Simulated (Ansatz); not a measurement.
## Li3H2: rattling a relaxed structure

The cell was found from a structure generator's guess, not taken from experiment.

These are results of Ansatz, DFT PBE, scalar-relativistic, plane waves, PAW, not measurements. Cutoff 420 eV; k points 6×6×6 on the computed 10-atom cell (Γ-centred); Gaussian smearing, width 0.10 eV; no spin polarisation.

The cell below (10 atoms, space group Cmc2_1 (No. 36)) is relaxed within its symmetry.

```yaml
crystal:
  lattice:
    - [4.68615, -2.80291, 0.00000]
    - [4.68615, 2.80291, 0.00000]
    - [0.00000, 0.00000, 4.82461]
  atoms:
    - { symbol: Li, position: [0.20235, 0.79765, 0.51256] }
    - { symbol: Li, position: [0.79765, 0.20235, 0.01256] }
    - { symbol: Li, position: [0.84468, 0.53744, 0.56680] }
    - { symbol: Li, position: [0.15532, 0.46256, 0.06680] }
    - { symbol: Li, position: [0.53744, 0.84468, 0.06680] }
    - { symbol: Li, position: [0.46256, 0.15532, 0.56680] }
    - { symbol: H, position: [0.18400, 0.47858, 0.44062] }
    - { symbol: H, position: [0.81600, 0.52142, 0.94062] }
    - { symbol: H, position: [0.47858, 0.18400, 0.94062] }
    - { symbol: H, position: [0.52142, 0.81600, 0.44062] }
```

For the test it was strained at random (σ = 1.5 % a component), the atoms were moved at random (σ = 0.15 Å), and all was relaxed again on a coarse 4×4×4 mesh (in the run’s order of axes) with 0.20 eV smearing, with no symmetry imposed.

Question: Is the structure stable against such a distortion?

Answer: It returns, within 1 meV/atom of the unmoved cell on that mesh and with the same symmetry when read at 0.1 Å (P1 at 0.01 Å, so small strains and shifts remain). No instability shows in this cell; modes of other wave vectors, which need another repeat, aren't tested.
